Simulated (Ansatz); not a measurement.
**Mg₃Cd₂S₅: rattling a relaxed structure**

The structure comes from a generated guess, relaxed at this level; another structure or a mixture of phases may lie lower.

The calculation used Ansatz 0.2.0, DFT PBE, scalar-relativistic, plane waves, PAW. Settings: cutoff 420 eV, Γ-centred mesh 10×10×10 on the computed 10-atom cell, Gaussian smearing of 0.02 eV; no spin polarisation.

The cell below (10 atoms, space group I-4m2 (No. 119)) is relaxed within its symmetry.

```xyz
10
Lattice="-2.0500 2.0500 14.4068 2.0500 -2.0500 14.4068 2.0500 2.0500 -14.4068" Properties=species:S:1:pos:R:3 pbc="T T T"
Mg    0.0000    0.0000   20.2220
Mg    0.0000    0.0000    8.5917
Mg    0.0000    0.0000   14.4068
Cd    0.0000    0.0000   25.9055
Cd    0.0000    0.0000    2.9082
S     2.0500    0.0000    9.9667
S     0.0000    2.0500   13.0313
S     0.0000    2.0500    1.3756
S     2.0500    0.0000    4.4401
S     0.0000    2.0500    7.2034
```

For the test it was strained at random (σ = 1.5 % a component), the atoms were moved at random (σ = 0.10 Å), and all was relaxed again on a coarse 4×4×4 mesh (in the run’s order of axes) with 0.10 eV smearing, with no symmetry imposed.

Q: Is the structure stable against such a distortion?

A: It returns, within 1 meV/atom of the unmoved cell on that mesh and with the same symmetry when read at 0.1 Å (P1 at 0.01 Å, so small strains and shifts remain). No instability shows in this cell; modes of other wave vectors, which need another repeat, aren't tested.
